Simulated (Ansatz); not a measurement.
The start is a relaxed Ru cell, doubled along one cell vector, shaken by Gaussian noise of σ = 0.08 Å a coordinate. The structure is fully relaxed (lattice and positions, P = 0) with r2SCAN (plane waves to 500 eV, PAW, scalar-relativistic; Ansatz, a quantum-chemistry and plane-wave program). The first steps use a coarse 13×13×5 k-mesh.

Starting cell:
```
CELL_PARAMETERS angstrom
     -2.33797     2.33797     1.39318
      2.33797    -2.33797     1.39318
      4.67594     4.67594    -2.78635
ATOMIC_POSITIONS crystal
  Ru 0.73914 0.24560 0.24356
  Ru 0.76747 0.25559 0.75165
  Ru 0.03901 0.01490 0.01286
  Ru 0.98490 0.98195 0.49420
```

Problem. What is the largest force in the starting geometry, and on which atom (counted from 1)?

Solution. 1.51 eV/Å, on Ru3 (atoms numbered as listed).

Problem. By how much does the energy per atom fall from start to end?

Solution. 0.96 eV/atom.

Problem. How does the volume change?

Solution. -11.3 %, from 15.23 to 13.51 Å³/atom.

Problem. Is the parent structure recovered?

Solution. It does not go back: it reaches P6₃/mmc (No. 194), hcp (Mg type), 0.93 eV/atom below the parent.

Problem. What does it relax into? Give the structure.

Solution. 
```cif
data_Ru2
_chemical_formula_sum 'Ru2'
_space_group_name_H-M_alt 'P63/mmc'
_space_group_IT_number 194
_space_group_name_Hall '-P 6c 2c'
_cell_length_a 2.70580
_cell_length_b 2.70580
_cell_length_c 4.26224
_cell_angle_alpha 90.000
_cell_angle_beta 90.000
_cell_angle_gamma 120.000
loop_
_atom_site_label
_atom_site_type_symbol
_atom_site_symmetry_multiplicity
_atom_site_Wyckoff_symbol
_atom_site_fract_x
_atom_site_fract_y
_atom_site_fract_z
_atom_site_occupancy
Ru1 Ru 2 d 0.66667 0.33333 0.25000 1
```

Final values are on a 20×20×11 k-mesh of the relaxed cell. No spin polarisation in the result.

Of the parent cell (I4₁/amd (No. 141)): it is a generated cell of Ru: the first start was made by placing the elements on the sites of a structure type, and the end was not matched to a known phase here, so it may be hypothetical. Known forms of Ru include space group No. 194.
